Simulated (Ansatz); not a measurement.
**Rocksalt alloy of MgO and ZnO (24 of 32 Mg sites exchanged), 64 atoms**

Ansatz, PAW, plane waves. PBEsol relaxation of volume and atoms (shape held) at the single k point (¼, ¼, ¼) without its symmetry partners; single points on the relaxed atoms at the single k point (¼, ¼, ¼) without its symmetry partners, onto which points of the small cell's zone fold. Arrangement: random. No spin–orbit coupling unless named.

Relaxed structure:

```yaml
crystal:
  lattice:
    - [8.50645, 0.00000, 0.00000]
    - [0.00000, 8.50645, 0.00000]
    - [0.00000, 0.00000, 8.50645]
  atoms:
    - { symbol: O, position: [0.24939, 0.00055, 0.00156] }
    - { symbol: O, position: [0.24900, 0.00044, 0.49826] }
    - { symbol: O, position: [0.24978, 0.50037, 0.99995] }
    - { symbol: O, position: [0.24799, 0.50016, 0.49981] }
    - { symbol: O, position: [0.74977, 0.99797, 0.99973] }
    - { symbol: O, position: [0.74955, 0.00066, 0.49999] }
    - { symbol: O, position: [0.75026, 0.50169, 0.99996] }
    - { symbol: O, position: [0.75263, 0.50060, 0.50032] }
    - { symbol: O, position: [0.99931, 0.25068, 0.99966] }
    - { symbol: O, position: [0.99760, 0.25284, 0.49992] }
    - { symbol: O, position: [0.99817, 0.74952, 0.99983] }
    - { symbol: O, position: [0.99739, 0.74765, 0.49965] }
    - { symbol: O, position: [0.49990, 0.25080, 0.00002] }
    - { symbol: O, position: [0.50114, 0.25115, 0.50008] }
    - { symbol: O, position: [0.50196, 0.74981, 0.00210] }
    - { symbol: O, position: [0.50155, 0.74969, 0.49832] }
    - { symbol: O, position: [0.99966, 0.00054, 0.24977] }
    - { symbol: O, position: [0.99815, 0.00037, 0.74978] }
    - { symbol: O, position: [0.00038, 0.50059, 0.25156] }
    - { symbol: O, position: [0.99999, 0.50001, 0.74824] }
    - { symbol: O, position: [0.49883, 0.99819, 0.24974] }
    - { symbol: O, position: [0.50077, 0.00051, 0.75017] }
    - { symbol: O, position: [0.49952, 0.50178, 0.25021] }
    - { symbol: O, position: [0.49961, 0.50051, 0.75014] }
    - { symbol: O, position: [0.24953, 0.24849, 0.24962] }
    - { symbol: O, position: [0.24966, 0.25018, 0.74998] }
    - { symbol: O, position: [0.25175, 0.75302, 0.25020] }
    - { symbol: O, position: [0.24989, 0.75065, 0.75012] }
    - { symbol: O, position: [0.74924, 0.24832, 0.25183] }
    - { symbol: O, position: [0.74897, 0.24801, 0.74776] }
    - { symbol: O, position: [0.74683, 0.75314, 0.24989] }
    - { symbol: O, position: [0.74966, 0.75308, 0.75020] }
    - { symbol: Zn, position: [0.99969, 0.00023, 0.99966] }
    - { symbol: Zn, position: [0.99913, 0.00053, 0.50001] }
    - { symbol: Zn, position: [0.00015, 0.50007, 0.99982] }
    - { symbol: Zn, position: [0.49955, 0.00004, 0.00021] }
    - { symbol: Zn, position: [0.49966, 0.00029, 0.49976] }
    - { symbol: Zn, position: [0.49977, 0.50016, 0.99993] }
    - { symbol: Zn, position: [0.49950, 0.50036, 0.50022] }
    - { symbol: Zn, position: [0.24959, 0.25038, 0.99973] }
    - { symbol: Zn, position: [0.24953, 0.25031, 0.50004] }
    - { symbol: Zn, position: [0.24976, 0.75039, 0.00000] }
    - { symbol: Zn, position: [0.24963, 0.75058, 0.50005] }
    - { symbol: Zn, position: [0.74959, 0.25044, 0.99984] }
    - { symbol: Zn, position: [0.24959, 0.00047, 0.74996] }
    - { symbol: Zn, position: [0.24974, 0.50032, 0.24978] }
    - { symbol: Zn, position: [0.24985, 0.50041, 0.75011] }
    - { symbol: Zn, position: [0.74980, 0.50073, 0.25017] }
    - { symbol: Zn, position: [0.74990, 0.50021, 0.74984] }
    - { symbol: Zn, position: [0.99951, 0.25068, 0.24987] }
    - { symbol: Zn, position: [0.99961, 0.25039, 0.74979] }
    - { symbol: Zn, position: [0.99944, 0.75049, 0.24996] }
    - { symbol: Zn, position: [0.99978, 0.75032, 0.74984] }
    - { symbol: Zn, position: [0.49930, 0.25030, 0.24985] }
    - { symbol: Zn, position: [0.49927, 0.25037, 0.75010] }
    - { symbol: Zn, position: [0.49966, 0.75047, 0.75022] }
    - { symbol: Mg, position: [0.00102, 0.50033, 0.49994] }
    - { symbol: Mg, position: [0.74905, 0.25113, 0.49998] }
    - { symbol: Mg, position: [0.75016, 0.74924, 0.99960] }
    - { symbol: Mg, position: [0.74959, 0.75003, 0.50041] }
    - { symbol: Mg, position: [0.24892, 0.00099, 0.24990] }
    - { symbol: Mg, position: [0.74972, 0.00107, 0.24928] }
    - { symbol: Mg, position: [0.74942, 0.00097, 0.75054] }
    - { symbol: Mg, position: [0.49864, 0.74950, 0.24998] }
```

(1) What are the mean bond lengths by pair (pairs within 1.2 times the sum of covalent radii, less contacts 15 % beyond the pair's median; cation–cation pairs of compounds aside; long ionic contacts are cut short by that bound)?

(2) What gap lies between the top filled and the lowest empty level in the single points?

## Answers

(1) Mg–O 2.115 ± 0.009 Å (standard deviation, 48 bonds); O–Zn 2.131 ± 0.008 Å (standard deviation, 144 bonds).

(2) HSE06 4.60 eV (4.8 min on 7 threads of Neoverse-V2). Away from Γ this isn't the crystal's band gap.
